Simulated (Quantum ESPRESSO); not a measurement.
In2ReCu4Ir, a guest atom moved from site to site

Computed values, not a measurement. The program is pw.x of Quantum ESPRESSO 7.5 (plane-wave density functional theory). The cell is made up: eight metal atoms on a face-centred cubic lattice, with elements, volume, strain and displacements drawn at random and not relaxed, so it may be unstable or far from any real phase. PseudoDojo standard norm-conserving files set the functional (PBE unless stated); there is no spin polarisation or spin-orbit coupling, the Fermi-Dirac width of 0.25 eV means electrons at about 2900 K, and the masses in the input are unused placeholders. The copper pseudopotential is less sure than most, with forces differing by about three percent and pressure by about two GPa from a second method on plain copper. Heavy elements are run without spin-orbit coupling, which real alloys of them have. A spin test at this wide smearing found no moment, but such smearing suppresses magnetism that the real alloy may have.

The runs move one In atom among sites that otherwise hold Cu. Cell, positions, cutoff, mesh and smearing stay as in the input of run 1; sites are counted in its order. Stress in the tables is positive in tension.

Input of run 1:

```
&control calculation='scf', pseudo_dir='./dojo.nc.sr.pbe.v0_5.standard.upf', outdir='./o', disk_io='minimal', tprnfor=.true., tstress=.true. /
&system ibrav=0, nat=8, ntyp=4, nbnd=77, ecutwfc=92.02030273, nosym=.true., tot_charge=0,
 occupations='smearing', smearing='fd', degauss=0.0183746611
/
&electrons conv_thr=1.470e-08, electron_maxstep=70, mixing_beta=0.5 /
ATOMIC_SPECIES
Cu 1.0 Cu.upf
In 1.0 In.upf
Ir 1.0 Ir.upf
Re 1.0 Re.upf
CELL_PARAMETERS angstrom
0.0422 0.0241 -4.0366
4.0375 0.0326 -0.0422
-0.0654 -7.8362 0.0483
ATOMIC_POSITIONS angstrom
In 0.0793 0.1422 -0.0345
Re -0.1475 -3.9466 0.053
Cu 1.9765 -1.9037 0.0376
Cu 1.8517 -5.8558 0.0193
Cu -0.0198 -2.0395 -2.0734
Cu -0.1319 -5.7706 -1.9998
Ir 2.0265 0.092 -1.9368
In 2.0515 -3.93 -2.0081
K_POINTS automatic
6 6 3 1 1 1
```

| run | elements on sites 1 to 8 | free energy less that of run 1 (eV) | -TS (eV) | pressure (GPa) | stress xx (GPa) | stress yy (GPa) | stress zz (GPa) | stress yz (GPa) | stress xz (GPa) | stress xy (GPa) | iterations |
| --- | --- | --- | --- | --- | --- | --- | --- | --- | --- | --- | --- |
| 1 | In Re Cu Cu Cu Cu Ir In | 0.000 | -1.269 | -5.64 | 4.59 | 7.06 | 5.25 | -0.50 | -0.68 | 0.44 | 18 |
| 2 | Cu Re In Cu Cu Cu Ir In | 0.363 | -1.234 | -5.08 | 6.11 | 4.65 | 4.47 | -0.33 | -0.90 | 1.40 | 18 |
| 3 | Cu Re Cu In Cu Cu Ir In | 0.882 | -1.243 | -3.23 | 4.29 | 2.80 | 2.60 | -1.37 | -0.77 | 0.13 | 18 |
| 4 | Cu Re Cu Cu In Cu Ir In | 0.611 | -1.251 | -4.53 | 4.00 | 4.05 | 5.54 | -1.18 | -0.86 | 0.53 | 18 |
| 5 | Cu Re Cu Cu Cu In Ir In | 1.085 | -1.257 | -2.82 | 2.22 | 2.31 | 3.92 | -0.44 | -0.76 | 2.03 | 18 |

Forces Fx Fy Fz (eV/Å):

| site | run 1 | run 2 | run 3 | run 4 | run 5 |
| --- | --- | --- | --- | --- | --- |
| 1 | -0.82 -0.70 0.44 | -0.32 0.32 0.07 | -0.45 -0.97 0.08 | -0.21 0.20 0.08 | -0.16 -0.80 0.09 |
| 2 | 1.03 0.14 -0.10 | 1.17 -0.93 -0.13 | 0.86 1.38 -0.10 | 0.98 -1.31 -0.50 | 0.97 1.65 -0.19 |
| 3 | 0.05 -0.04 -0.06 | -0.26 1.97 -0.24 | -0.07 0.54 -0.07 | -0.13 0.63 -0.28 | -0.06 0.54 -0.05 |
| 4 | 0.41 0.36 0.09 | 0.18 -0.51 0.07 | 0.38 -1.91 0.25 | 0.18 -0.50 0.09 | 0.16 -0.58 0.05 |
| 5 | 0.06 0.48 0.13 | 0.13 0.94 0.36 | 0.06 0.94 0.18 | 0.24 3.32 0.71 | 0.04 0.99 0.19 |
| 6 | 0.43 -0.42 0.00 | 0.47 -1.14 0.04 | 0.44 -1.15 0.05 | 0.48 -1.19 0.04 | 1.14 -3.58 0.10 |
| 7 | 0.28 -0.27 -0.58 | 0.00 0.41 -0.29 | 0.05 -1.02 -0.54 | -0.04 0.21 -0.29 | -0.07 -0.79 -0.30 |
| 8 | -1.43 0.46 0.08 | -1.37 -1.06 0.12 | -1.27 2.19 0.15 | -1.49 -1.37 0.15 | -2.03 2.58 0.11 |

The sites are displaced and not relaxed, so the energy differences mix bonding between neighbours with strain and are not ordering energies. A rerun of one cell of this series at a higher cutoff and on a denser mesh moved values by no more than 0.002 eV in energy, 0.04 GPa in stress and 0.004 eV/Å in force, and a second program with other atomic files agreed on that cell to 2 % rms in force and 0.5 GPa in pressure.